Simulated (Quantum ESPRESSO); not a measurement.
## Convergence of NMR parameters in N₂

```
N
1.0
    5.56052     0.00000     0.00000
    0.00000     5.56052     0.00000
    0.00000     0.00000     5.56052
N
8
Direct
  0.05740   0.05740   0.05740
  0.94260   0.94260   0.94260
  0.44260   0.94260   0.55740
  0.55740   0.05740   0.44260
  0.55740   0.44260   0.94260
  0.44260   0.55740   0.05740
  0.94260   0.55740   0.44260
  0.05740   0.44260   0.55740
```
Geometry: a computed entry of the Materials Project; it was not checked against measured cells. It is N2 in Pa-3; whether this form has been observed was not checked. Stability against distortions was not tested. Forces on the atoms reach 0.35 eV/Å at this level.

Method: σ by PBE GIPAW (a modified build of Quantum ESPRESSO, JTH PAW datasets). The cutoff rises from row to row, with the meshes as listed. Costs are rough, from a shared machine. Shieldings are absolute and leave out the bulk-susceptibility term; a larger σ means a smaller chemical shift.

| setting | cutoff (Ha) | k-mesh |
|---|---|---|
| A | 17.5 | 2×2×2 shifted |
| B | 25 | 3×3×3 shifted |
| C | 35 | 4×4×4 shifted |

Task: From which setting on does σ_iso N (ppm) stay within 2 of the tightest run?

Result: From B on. Differences from the tightest run: A 27.7, B 1.2.

```json
[
 {"setting": "A", "cutoff (Ha)": "17.5", "k-mesh": "2×2×2 shifted", "σ_iso N (ppm)": "-75.0", "f-sum rule missed by (%)": "0.28", "rough cost ratio": "about 1"},
 {"setting": "B", "cutoff (Ha)": "25", "k-mesh": "3×3×3 shifted", "σ_iso N (ppm)": "-101.5", "f-sum rule missed by (%)": "0.02", "rough cost ratio": "6"},
 {"setting": "C", "cutoff (Ha)": "35", "k-mesh": "4×4×4 shifted", "σ_iso N (ppm)": "-102.6", "f-sum rule missed by (%)": "0.00", "rough cost ratio": "10"}
]
```
